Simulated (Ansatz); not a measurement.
# Property card for Zn

Zn:
```
Zn
1.0
    0.00000     2.84654     2.84654
    2.84654     0.00000     2.84654
    2.84654     2.84654     0.00000
Zn
2
Direct
  0.00000   0.00000   0.00000
  0.25000   0.25000   0.25000
```

Space group Fd-3m (No. 227), diamond; conventional cell a = 5.6931 Å, b = 5.6931 Å, c = 5.6931 Å, α = 90.00°, β = 90.00°, γ = 90.00°.

Method: the program Ansatz at the r²SCAN level (PAW). Structure relaxed to zero pressure with the same functional. Other levels are named where they apply.

Cell and energy:

| Item | Value |
|---|---|
| Volume per atom | 23.06 Å³ |
| Density | 4.71 g/cm³ |

Electronic structure:

| Property | Value |
|---|---|
| Electronic character | metallic (no gap) |
| Density of states at the Fermi level | 0.41 states/eV per atom (mean over ±0.08 eV) |

Mechanics:

| Item | Result |
|---|---|
| Bulk modulus (Birch–Murnaghan fit) | 33.8 GPa |
| Pressure derivative B′ | 5.4 |
| Elastic constants (relaxed ions, GPa) | C11 = 23.3, C12 = 39.4, C44 = -13.5 |
| Mechanical stability | unstable (C has a negative eigenvalue) |

The start of the workflow was typed in or built on a structure type; neither database checked (COD, Materials Project) lists it. It is not the phase usual at ambient conditions (space group No. 194). Symmetry was held in the r²SCAN relaxation. As this level gives no gap, shear constants depend on the k-mesh and smearing (Fermi–Dirac, 0.1 eV here).

Potentials: the earlier of the program's two PAW sets.
